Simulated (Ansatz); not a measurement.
SrAlF$_{4}$ in Ansatz, relaxation

Launch command:

```bash
ansatz run input.yaml --threads 2 --pin off --max-ram 3584MiB --backend cpu --events-out ev --progress --plain --runs-dir out
```

Input:

```yaml
crystal:
  lattice:
    - [3.880661, 0.0, 0.0]
    - [1.94033, -7.140337, 0.0]
    - [0.0, 0.0, -5.557319]
  atoms:
    - { symbol: Sr, position: [0.34183, 0.31634, 0.95382] }
    - { symbol: Sr, position: [0.65817, 0.68366, 0.45382] }
    - { symbol: Al, position: [0.9165, 0.167, 0.4052] }
    - { symbol: Al, position: [0.0835, 0.833, 0.9052] }
    - { symbol: F, position: [0.8398, 0.3204, 0.687] }
    - { symbol: F, position: [0.1602, 0.6796, 0.187] }
    - { symbol: F, position: [0.0327, 0.9346, 0.5709] }
    - { symbol: F, position: [0.9673, 0.0654, 0.0709] }
    - { symbol: F, position: [0.7999, 0.4002, 0.2131] }
    - { symbol: F, position: [0.2001, 0.5998, 0.7131] }
    - { symbol: F, position: [0.4157, 0.1686, 0.387] }
    - { symbol: F, position: [0.5843, 0.8314, 0.887] }
  symmetry: { tolerance: 0.0003 }
kpoints:
  mp_grid: { grid: [5, 5, 3], shift: [0, 0, 0] }
magnetization:
  spin_polarized: false
scf:
  occupations: { method: fermi_dirac, width: 0.0254 }
  lower_state_search: "off"
hamiltonian:
  pseudopotentials: { kind: paw }
  xc: r2scan
basis:
  ecutwfc: 500
  fft_grid_basis: typed
relax:
  max_steps: 80
  cell: { p_target: 0.0 }
output:
  forces: true
  stress: true
  eigenvalues: true
  populations: true
  elf: true
  write_potential: true
  volumetric_format: npy
  dos:
    e_range: [-12, 8]
    de: 0.05
    projected: { site_lists: { Al: [Al], F: [F], Sr: [Sr] } }
  bader: false
checkpoint:
  read: saved_state
```

Origin of the cell: a known structure type with other elements, at an estimated volume, so it need not be a known compound.

The saved state is a converged single point of the same cell.

Steps («new basis» is an SCF on plane waves selected anew at the same cell):

```csv
step,ΔF (meV/atom),max force component (eV/Å),P (GPa),volume (Å³),SCF iterations,step was
1,0.0,0.683,7.47,153.99,6,accepted
2,-38.4,0.338,-0.79,169.46,8,accepted
3,-44.8,0.326,-0.75,168.49,8,accepted
4,-56.1,0.183,-0.37,165.67,9,accepted
5,-58.5,0.272,-0.08,164.45,8,accepted
6,-58.1,0.245,0.04,162.49,7,rejected
7,-59.5,0.027,0.00,163.75,12,accepted
8,-59.5,0.011,0.00,163.72,8,accepted
9,-59.5,0.006,0.01,163.73,5,accepted
10,-60.0,0.006,-0.04,163.73,7,new basis
11,-60.0,0.003,0.01,163.60,6,accepted
12,-60.0,0.003,0.01,163.60,6,new basis
```

Step 1, with forces in eV/Å:

```xyz
12
Lattice="3.881 0.000 0.000 1.940 -7.140 0.000 0.000 0.000 -5.557" Properties=species:S:1:pos:R:3:forces:R:3 pbc="T T T" step=1
Sr    1.940   -2.259   -5.301    0.000    0.177    0.177
Sr    3.881   -4.882   -2.522    0.000   -0.177    0.177
Al    3.881   -1.192   -2.252    0.000   -0.021   -0.683
Al    1.940   -5.948   -5.030    0.000    0.021   -0.683
F     3.881   -2.288   -3.818    0.000    0.009    0.662
F     1.940   -4.853   -1.039    0.000   -0.009    0.662
F     1.940   -6.673   -3.173    0.000    0.242   -0.026
F     3.881   -0.467   -0.394    0.000   -0.242   -0.026
F     3.881   -2.858   -1.184    0.000    0.523   -0.200
F     1.940   -4.283   -3.963    0.000   -0.523   -0.200
F     1.940   -1.204   -2.151    0.000   -0.456    0.069
F     3.881   -5.936   -4.929    0.000    0.456    0.069
```

Step 2, with forces in eV/Å:

```xyz
12
Lattice="3.932 0.000 0.000 1.966 -7.397 0.000 0.000 0.000 -5.827" Properties=species:S:1:pos:R:3:forces:R:3 pbc="T T T" step=2
Sr    1.966   -2.362   -5.468    0.000    0.050   -0.219
Sr    3.932   -5.035   -2.554    0.000   -0.050   -0.219
Al    3.932   -1.165   -2.402    0.000   -0.268   -0.036
Al    1.966   -6.232   -5.315    0.000    0.268   -0.036
F     3.932   -2.353   -3.888    0.000    0.098    0.281
F     1.966   -5.043   -0.974    0.000   -0.098    0.281
F     1.966   -6.938   -3.424    0.000   -0.056    0.085
F     3.932   -0.459   -0.510    0.000    0.056    0.085
F     3.932   -2.800   -1.296    0.000    0.110   -0.117
F     1.966   -4.597   -4.210    0.000   -0.110   -0.117
F     1.966   -1.261   -2.269    0.000   -0.338    0.005
F     3.932   -6.136   -5.182    0.000    0.338    0.005
```

Step 3, with forces in eV/Å:

```xyz
12
Lattice="3.933 0.000 0.000 1.966 -7.363 0.000 0.000 0.000 -5.819" Properties=species:S:1:pos:R:3:forces:R:3 pbc="T T T" step=3
Sr    1.966   -2.332   -5.477    0.000    0.035   -0.126
Sr    3.933   -5.031   -2.568    0.000   -0.035   -0.126
Al    3.933   -1.183   -2.393    0.000   -0.209   -0.106
Al    1.966   -6.180   -5.302    0.000    0.209   -0.106
F     3.933   -2.371   -3.869    0.000    0.093    0.228
F     1.966   -4.991   -0.960    0.000   -0.093    0.228
F     1.966   -6.917   -3.415    0.000    0.052    0.043
F     3.933   -0.445   -0.506    0.000   -0.052    0.043
F     3.933   -2.809   -1.292    0.000    0.153   -0.066
F     1.966   -4.554   -4.202    0.000   -0.153   -0.066
F     1.966   -1.338   -2.273    0.000   -0.326    0.026
F     3.933   -6.025   -5.182    0.000    0.326    0.026
```

Step 4, with forces in eV/Å:

```xyz
12
Lattice="3.937 0.000 0.000 1.969 -7.244 0.000 0.000 0.000 -5.809" Properties=species:S:1:pos:R:3:forces:R:3 pbc="T T T" step=4
Sr    1.969   -2.261   -5.494    0.000   -0.030    0.009
Sr    3.937   -4.982   -2.589    0.000    0.030    0.009
Al    3.937   -1.202   -2.389    0.000   -0.183   -0.078
Al    1.969   -6.042   -5.294    0.000    0.183   -0.078
F     3.937   -2.384   -3.834    0.000    0.101    0.055
F     1.969   -4.860   -0.929    0.000   -0.101    0.055
F     1.969   -6.801   -3.405    0.000    0.060    0.008
F     3.937   -0.442   -0.500    0.000   -0.060    0.008
F     3.937   -2.784   -1.281    0.000    0.025    0.012
F     1.969   -4.460   -4.186    0.000   -0.025    0.012
F     1.969   -1.512   -2.285    0.000   -0.127   -0.005
F     3.937   -5.732   -5.189    0.000    0.127   -0.005
```

Step 5, with forces in eV/Å:

```xyz
12
Lattice="3.978 0.000 0.000 1.989 -7.167 0.000 0.000 0.000 -5.768" Properties=species:S:1:pos:R:3:forces:R:3 pbc="T T T" step=5
Sr    1.989   -2.231   -5.444    0.000    0.168   -0.043
Sr    3.978   -4.936   -2.560    0.000   -0.168   -0.043
Al    3.978   -1.241   -2.376    0.000    0.272    0.106
Al    1.989   -5.926   -5.259    0.000   -0.272    0.106
F     3.978   -2.337   -3.833    0.000   -0.143   -0.043
F     1.989   -4.830   -0.949    0.000    0.143   -0.043
F     1.989   -6.714   -3.347    0.000   -0.048    0.009
F     3.978   -0.453   -0.463    0.000    0.048    0.009
F     3.978   -2.777   -1.238    0.000   -0.103   -0.073
F     1.989   -4.390   -4.122    0.000    0.103   -0.073
F     1.989   -1.637   -2.319    0.000   -0.048    0.043
F     3.978   -5.530   -5.203    0.000    0.048    0.043
```

Step 7, with forces in eV/Å:

```xyz
12
Lattice="3.977 0.000 0.000 1.989 -7.139 0.000 0.000 0.000 -5.767" Properties=species:S:1:pos:R:3:forces:R:3 pbc="T T T" step=7
Sr    1.989   -2.199   -5.453    0.000   -0.008    0.010
Sr    3.977   -4.940   -2.569    0.000    0.008    0.010
Al    3.977   -1.228   -2.370    0.000   -0.027   -0.015
Al    1.989   -5.911   -5.254    0.000    0.027   -0.015
F     3.977   -2.345   -3.829    0.000    0.016    0.016
F     1.989   -4.794   -0.945    0.000   -0.016    0.016
F     1.989   -6.690   -3.350    0.000    0.006    0.004
F     3.977   -0.449   -0.467    0.000   -0.006    0.004
F     3.977   -2.777   -1.252    0.000    0.001   -0.018
F     1.989   -4.362   -4.135    0.000   -0.001   -0.018
F     1.989   -1.621   -2.298    0.000   -0.016    0.003
F     3.977   -5.518   -5.182    0.000    0.016    0.003
```

Step 12, with forces in eV/Å:

```xyz
12
Lattice="3.981 0.000 0.000 1.991 -7.128 0.000 0.000 0.000 -5.765" Properties=species:S:1:pos:R:3:forces:R:3 pbc="T T T" step=12
Sr    1.991   -2.193   -5.451    0.000    0.001    0.001
Sr    3.981   -4.935   -2.568    0.000   -0.001    0.001
Al    3.981   -1.230   -2.370    0.000    0.002   -0.003
Al    1.991   -5.897   -5.253    0.000   -0.002   -0.003
F     3.981   -2.339   -3.830    0.000   -0.001    0.001
F     1.991   -4.789   -0.948    0.000    0.001    0.001
F     1.991   -6.678   -3.339    0.000    0.001    0.002
F     3.981   -0.450   -0.457    0.000   -0.001    0.002
F     3.981   -2.776   -1.255    0.000   -0.001    0.000
F     1.991   -4.352   -4.137    0.000    0.001    0.000
F     1.991   -1.630   -2.300    0.000    0.000   -0.001
F     3.981   -5.498   -5.183    0.000    0.000   -0.001
```

| Item | Value |
| --- | --- |
| Free energy lowered by | 60.0 meV/atom |
| Volume change | 6.24 % |
| Final pressure | 0.01 GPa |
| Relaxation steps listed | 12 |

Caveats: no spin, though holes on the anions or broken bonds may carry moments; the k mesh is coarse if the cell is a metal; the relaxation held the start's symmetry, so the end may be a saddle point.

Time: 4.3 min on 2 threads of Arm Neoverse V2, on a shared host, peak memory 0.78 GiB, from a saved density.
